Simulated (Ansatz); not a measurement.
# Structure relaxation, Al

The start is a generated trial cell of Al in the lonsdaleite structure type. A full variable-cell relaxation at zero pressure is run with PBEsol (plane waves to 420 eV, PAW, scalar-relativistic; Ansatz, an electronic-structure program). The first steps use a coarse 10×10×5 k-mesh.

Initial structure:
```
Al
1.0
    3.89645     0.00000     0.00000
   -1.94822     3.37442     0.00000
    0.00000     0.00000     6.49874
Al
4
Direct
  0.33333   0.66667   0.05995
  0.66667   0.33333   0.55995
  0.66667   0.33333   0.94005
  0.33333   0.66667   0.44005
```

### Question
What pressure does the first self-consistent step give?

### Answer
+15.0 GPa (positive: the cell is compressed).

### Question
Which atoms feel the largest initial force, and how large is it?

### Answer
0.54 eV/Å, on Al1, Al2, Al3, Al4 (atoms numbered as listed).

### Question
Does the structure survive the relaxation? Give the final space group.

### Answer
The space group goes from P6₃/mmc (No. 194) to P6/mmm (No. 191), with 2 atoms in the primitive cell.

### Question
How much energy is released per atom?

### Answer
0.50 eV/atom.

### Question
How does the volume per atom move from start to end?

### Answer
+12.5 %, from 21.36 to 24.04 Å³/atom.

### Question
How do the shortest distances between atoms change?

### Answer
The closest pairs of elements (up to four, under 3.6 Å), start → end: Al–Al 2.38 → 2.61 Å.

Final values are on a 12×12×17 k-mesh of the relaxed cell. No spin polarisation in the result.

The run could not lose the symmetry of its start: the end is stationary, and may be a saddle point rather than a minimum.

The relaxed structure here is a generated cell of Al: the first start was made by placing the elements on the sites of a structure type, and the end was not matched to a known phase here, so it may be hypothetical. Known forms of Al include space group No. 225.
